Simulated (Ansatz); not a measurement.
# Ga (alpha): a workflow

**What was measured.** A cell as deposited of orthorhombic Ga (space group Cmce), temperature not stated, from the Crystallography Open Database (1963), has axes, shortest first, 4.511, 4.517, 7.645 Å and 19.47 Å³/atom.

Method: PBE, scalar-relativistic; no spin polarisation; PAW, 420 eV, Γ-centred 12×12×10 mesh, 0.05 eV Gaussian smearing; code Ansatz; PAW files: Ansatz's generated set soft_2.

Starting cell, 1 % over the database's volume:

```
Ga
1.0
     2.26150   -3.83050    0.00000
     2.26150    3.83050    0.00000
     0.00000    0.00000    4.52400
Ga
4
Direct
  0.34510 0.65490 0.58100
  0.65490 0.34510 0.41900
  0.84510 0.15490 0.91900
  0.15490 0.84510 0.08100
```

The steps in volume:

| run | level | k-mesh | kind | V (Å³/atom) | P (GPa) | E − E(final) (meV/atom) | gap on the mesh (eV) |
| --- | --- | --- | --- | --- | --- | --- | --- |
| 1 | PBE | 12×12×10 | cell and atoms relaxed | 20.30 | 0.0 | 0.0 | metal |

Cell and atoms are those of this level's equilibrium.

The final structure (symmetry read at 0.01 Å). The structure is orthorhombic, space group Cmce (No. 64). Conventional cell: a = 4.570 Å, b = 7.740 Å, c = 4.591 Å, α = 90.00°, β = 90.00°, γ = 90.00°. Around Ga (site symmetry m) lie 7 Ga at 2.53 to 2.81 Å. (Shells end 15 % past the nearest neighbour.)

```json
{"atom": "Ga", "site": "8f", "symmetry": "m..", "x": "0.5000", "y": "0.1563", "z": "0.5824"}
```

At the final geometry the gap, band path included, is zero (metallic). The runs in the table took roughly 1.4 core-minutes.

**Comparison.** The computed cell (4.570, 4.591, 7.740 Å, 20.30 Å³/atom) differs from the database's by +4.2 % in volume, about +1.4 % in length. PBE usually overestimates volumes by a few per cent.
